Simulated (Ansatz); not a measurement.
## Profile along the Al–Au line in Al2Au (fluorite type, space group Fm-3m)

Al2Au (fluorite type, space group Fm-3m)

```cif
data_Al8Au4
_chemical_formula_sum 'Al8 Au4'
_space_group_name_H-M_alt 'Fm-3m'
_space_group_IT_number 225
_space_group_name_Hall '-F 4 2 3'
_cell_length_a 6.05991
_cell_length_b 6.05991
_cell_length_c 6.05991
_cell_angle_alpha 90.000
_cell_angle_beta 90.000
_cell_angle_gamma 90.000
loop_
_atom_site_label
_atom_site_type_symbol
_atom_site_symmetry_multiplicity
_atom_site_Wyckoff_symbol
_atom_site_fract_x
_atom_site_fract_y
_atom_site_fract_z
_atom_site_occupancy
Al1 Al 8 c 0.25000 0.25000 0.25000 1
Au1 Au 4 a 0.00000 0.00000 0.00000 1
```
(The calculation used a cell of 3 atoms; values per cell refer to that cell.)

Fields along a shortest Al–Au line of a {110} plane (2.62 Å), from Al to Au, interpolated on the slice's grid (step about 0.2 Å). Calculation: PBE (plane waves to 420 eV, PAW, scalar-relativistic; Ansatz, a program for electronic structure). k mesh 13×13×13. Near the nuclei the fields are pseudised (PAW); where an atom keeps semicore shells as valence, they peak there. Al2Au was relaxed with its symmetry unable to fall. Spin-orbit coupling is left out, though Au is heavy.

| distance from Al (Å) | valence electron density (e/Å³) | electron localisation function |
|---|---|---|
| 0.00 | 0.06 | x |
| 0.13 | 0.06 | x |
| 0.26 | 0.07 | x |
| 0.39 | 0.08 | x |
| 0.52 | 0.12 | 0.08 |
| 0.66 | 0.17 | 0.34 |
| 0.79 | 0.23 | 0.61 |
| 0.92 | 0.27 | 0.71 |
| 1.05 | 0.30 | 0.69 |
| 1.18 | 0.34 | 0.60 |
| 1.31 | 0.39 | 0.48 |
| 1.44 | 0.50 | 0.39 |
| 1.57 | 0.72 | 0.35 |
| 1.70 | 1.24 | 0.38 |
| 1.83 | 2.49 | 0.44 |
| 1.97 | 4.48 | 0.51 |
| 2.10 | 6.83 | 0.57 |
| 2.23 | 9.50 | x |
| 2.36 | 12.20 | x |
| 2.49 | 14.29 | x |
| 2.62 | 15.13 | x |

x: too close to a nucleus for the ELF to mean much.

Density on the Al–Au line (2.62 Å) at its midpoint: 0.39 e/Å³. ELF at that point: 0.5. ELF maximum in the middle third of the Al–Au line: 0.71, 1.0 Å from Al.
